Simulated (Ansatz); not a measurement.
VSi$_{2}$ in space group P6_422 (No. 181; V on 3c, Si on 6i) under volume change, PBEsol (plane waves, PAW; program Ansatz), shape and atoms relaxed at each volume.

```tsv
V (Å³/atom)	E − E(relaxed) (meV/atom)	P (GPa)
11.320	69.4	21.58
11.694	29.1	13.21
12.067	[?]	[?]
12.440	0.0	0.00
12.813	[?]	[?]
13.186	23.5	-9.58
13.560	50.3	-13.32
```

### Question
Fill in the missing entries.

### Answer

- 12.067, E − E(relaxed) (meV/atom): 6.9
- 12.067, P (GPa): 6.08
- 12.813, E − E(relaxed) (meV/atom): 6.2
- 12.813, P (GPa): -5.18

### Question
What does a third-order Birch–Murnaghan fit give for V₀, B₀ and B′?

### Answer
V₀ = 12.44 Å³/atom, B₀ = 186 GPa, B′ = 4.3.

The workflow started from a Materials Project entry (that database holds measured and hypothetical structures alike); the Crystallography Open Database files this formula in space group No. 181, but the cells were not matched. Its standing as an ambient phase is unchecked. The cell was relaxed with PBEsol under the symmetry of its start; whether a distortion lowers the energy is not shown. The workflow began spin-polarised and lost its moments.

Potentials: the later of the program's two PAW sets.
